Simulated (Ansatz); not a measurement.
The relaxed structure here is a generated cell of Pd: the first start was made by placing the elements on the sites of a structure type, and the end was not matched to a known phase here, so it may be hypothetical. Known forms of Pd include space group No. 225.

One starting cell of Pd (a generated cell, Pd placed in the beta-W structure type) was relaxed twice with Ansatz (plane waves, PAW, scalar-relativistic): with r2SCAN at 500 eV and with PBE at 420 eV. The r2SCAN result:

Space group Pm-3n (No. 223); a = 4.969 Å, b = 4.969 Å, c = 4.969 Å, α = 90.00°, β = 90.00°, γ = 90.00°

```csv
atom,site,symmetry,x,y,z
Pd,6c,-4m.2,0.0000,0.5000,0.2500
Pd,2a,m-3.,0.0000,0.0000,0.0000
```

| quantity | r2SCAN | PBE |
|---|---|---|
| space group | Pm-3n | Pm-3n |
| volume (Å³/atom) | 15.33 | … |
| a (Å) | 4.969 | … |
| gap (eV, no spin-orbit coupling) | 0.00 | … |

### Question
Fill in the PBE column.

### Answer

- volume (Å³/atom), PBE: 15.76
- a (Å), PBE: 5.014
- gap (eV, no spin-orbit coupling), PBE: 0.00

Both levels end in the same structure; PBE's volume is 2.8 % larger. Neither column is exact.

No spin polarisation in the result.

The run could not lose the symmetry of its start, so the end can be a saddle point.

All atoms sit on sites fixed by symmetry, so only the cell could relax.

Ansatz is a quantum-chemistry and plane-wave program.
